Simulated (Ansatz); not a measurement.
MgO (rock salt, Fm-3m), PBEsol in the plane-wave PAW code Ansatz, all energies at zero smearing, with the estimated change up to a 700 eV cutoff added, with one set of potentials and settings (totals compare only within such a set). Cell of 2 atoms (1 Mg, 1 O): -2475.878 eV.

```csv
element,reference phase,E (eV/atom)
Mg,"P6_3/mmc, 2 atoms in the cell",-1912.0511
O,"C2/m, 4 atoms in the cell, spin-polarised",-558.3554
```

Formation energy per atom, worked out: (-2475.878 − 1×(-1912.0511) − 1×(-558.3554))/2 = -2.736 eV/atom (-264 kJ per mol of atoms), at 0 K, without zero-point energy or fitted corrections.

The PBEsol relaxation kept the symmetry of its start; phonons on a q-mesh show no instability. The volume moved by -15 % from the start of the relaxation. The references are the lowest solids computed at this level, not always the standard phases (solids in place of the gases).

Potentials: the later of the program's two PAW sets.
